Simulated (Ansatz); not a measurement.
# Profile along the Ta–N line in TaN (space group P-6m2)

TaN (space group P-6m2)

Space group P-6m2 (No. 187); a = 2.9065 Å, b = 2.9065 Å, c = 2.8518 Å, α = 90.00°, β = 90.00°, γ = 120.00°

| atom | site | symmetry | x | y | z |
|---|---|---|---|---|---|
| Ta | 1b | -6m2 | 0.0000 | 0.0000 | 0.5000 |
| N | 1e | -6m2 | 0.6667 | 0.3333 | 0.0000 |

Fields along a shortest Ta–N line of a (-1 2 -1 0) plane (2.20 Å), from Ta to N, interpolated on the slice's grid (step about 0.2 Å). All values below come from LDA (plane waves to 420 eV, PAW, scalar-relativistic; Ansatz, a program for electronic structure). k mesh 13×13×12. Inside the PAW spheres the values are not all-electron values, and peaks at nuclei hang on which shells count as valence. Spin-orbit coupling is left out, though Ta is heavy. TaN is run without spin polarisation. TaN was relaxed with its symmetry unable to fall. This is one of several known forms of TaN; the measured ambient cells at hand have space group No. 189.

| distance from Ta (Å) | valence electron density (e/Å³) | electron localisation function |
|---|---|---|
| 0.00 | 3.15 | x |
| 0.11 | 3.39 | x |
| 0.22 | 4.01 | x |
| 0.33 | 4.50 | x |
| 0.44 | 4.46 | 0.63 |
| 0.55 | 3.83 | 0.72 |
| 0.66 | 2.86 | 0.70 |
| 0.77 | 1.88 | 0.56 |
| 0.88 | 1.13 | 0.35 |
| 0.99 | 0.72 | 0.20 |
| 1.10 | 0.58 | 0.20 |
| 1.21 | 0.60 | 0.36 |
| 1.32 | 0.73 | 0.61 |
| 1.43 | 0.98 | 0.77 |
| 1.54 | 1.38 | 0.82 |
| 1.65 | 1.97 | 0.79 |
| 1.76 | 2.70 | 0.70 |
| 1.87 | 3.32 | x |
| 1.98 | 3.60 | x |
| 2.09 | 3.59 | x |
| 2.20 | 3.53 | x |

x: too close to a nucleus for the ELF to mean much.

Density on the Ta–N line (2.20 Å) at its density minimum, 1.2 Å from Ta: 0.57 e/Å³. ELF at that point: 0.3.
